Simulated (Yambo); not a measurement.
```
AgCl
1.0
    0.00000     2.75105     2.75105
    2.75105     0.00000     2.75105
    2.75105     2.75105     0.00000
Cl Ag
1 1
Direct
  0.50000   0.50000   0.50000
  0.00000   0.00000   0.00000
```

Workflow: PBEsol (Quantum ESPRESSO, PseudoDojo norm-conserving, 82 Ry, without SOC), then G0W0 in Yambo (4×4×4 Γ-centred k mesh, bands 5 to 100 and a 10 Ry block in the screening, 100 bands in G with the Bruneval-Gonze terminator, plasmon pole fitted at 27.2 eV).

Question: Give the PBEsol and G0W0 gaps between the band edges found on this mesh, and say where the edges lie.

Answer: Edges: L → Γ. PBEsol: 0.73 eV; G0W0: 2.31 eV. Convergence of the G0W0 settings was not tested. Spin-orbit splittings are left out.

Geometry strained from the cell relaxed with PBEsol, atoms relaxed again.
